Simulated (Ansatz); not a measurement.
Bulk crystal (Mg) after relaxation:

```cif
data_structure
_symmetry_space_group_name_H-M 'P6_3/mmc'
_symmetry_Int_Tables_number 194
_cell_length_a 3.1882
_cell_length_b 3.1882
_cell_length_c 5.1085
_cell_angle_alpha 90.000
_cell_angle_beta 90.000
_cell_angle_gamma 120.000
_cell_volume 44.97
loop_
_atom_site_label
_atom_site_type_symbol
_atom_site_symmetry_multiplicity
_atom_site_Wyckoff_symbol
_atom_site_fract_x
_atom_site_fract_y
_atom_site_fract_z
_atom_site_occupancy
Mg1 Mg 2 c 0.66667 0.33333 0.75000 1
```

Miller indices refer to the conventional cell of P6_3/mmc (No. 194), a = 3.188 Å, b = 3.188 Å, c = 5.108 Å, α = 90.00°, β = 90.00°, γ = 120.00°.

The (001) slab of 5 planes, 10.2 Å thick with 15 Å of vacuum as cut; outer planes Mg (top) and Mg (bottom).

Level of theory: DFT PBEsol, scalar-relativistic, plane waves, PAW in Ansatz. Cutoff 420 eV; k points 12×12×1 on the computed 5-atom cell (Γ-centred); Gaussian smearing, width 0.10 eV; no spin polarisation. A dipole correction removes the field between periodic images along c.

Results for the relaxed slab:

| Item | Value |
| --- | --- |
| Surface energy (mean of both faces) | 0.64 J/m² |
| Work function | 3.81 eV |

Relaxation lowers the energy by 0.010 J/m² a face; the largest move is 0.116 Å.

| plane (bottom to top) | atoms | spacing to next, bulk (Å) | relaxed (Å) | change (%) |
| --- | --- | --- | --- | --- |
| 1 | Mg | 2.554 | 2.636 | +3.2 |
| 2 | Mg | 2.554 | 2.589 | +1.4 |
| 3 | Mg | 2.554 | 2.589 | +1.4 |
| 4 | Mg | 2.554 | 2.636 | +3.2 |
| 5 | Mg |  |  |  |